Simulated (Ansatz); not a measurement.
TiTeSe:
```xyz
3
Lattice="3.6807 0.0000 0.0000 -1.8404 3.1876 0.0000 0.0000 0.0000 6.6616" Properties=species:S:1:pos:R:3 pbc="T T T"
Ti     0.0000     0.0000     6.5193
Te     1.8404     1.0625     1.6720
Se     0.0000     2.1251     5.1320
```

This is the r²SCAN-relaxed structure.

All from DFT-r²SCAN in the program Ansatz with PAW potentials, unless another level is named. Give the electronic character.

metallic (no gap).

Predict the density of states at the Fermi level.

0.34 states/eV per atom (mean over ±0.08 eV).

Next, the formation energy from the elements (no fitted shifts)?

-1.07 eV/atom.

Space group P3m1. The workflow started from a Materials Project entry (that database holds measured and hypothetical structures alike); the Crystallography Open Database copy checked does not list it. Whether it is the stable phase at ambient conditions was not checked. Symmetry was held in the r²SCAN relaxation; its stability against distortions is not shown here. The run is not spin-polarised. A crystal of weakly bound layers computed without a dispersion correction: the cell and the soft elastic constants depend strongly on that. The references are the lowest solids computed at this level, not always the standard phases. Spin–orbit coupling is left out wherever it is not named.

Potentials: the later of the program's two PAW sets.
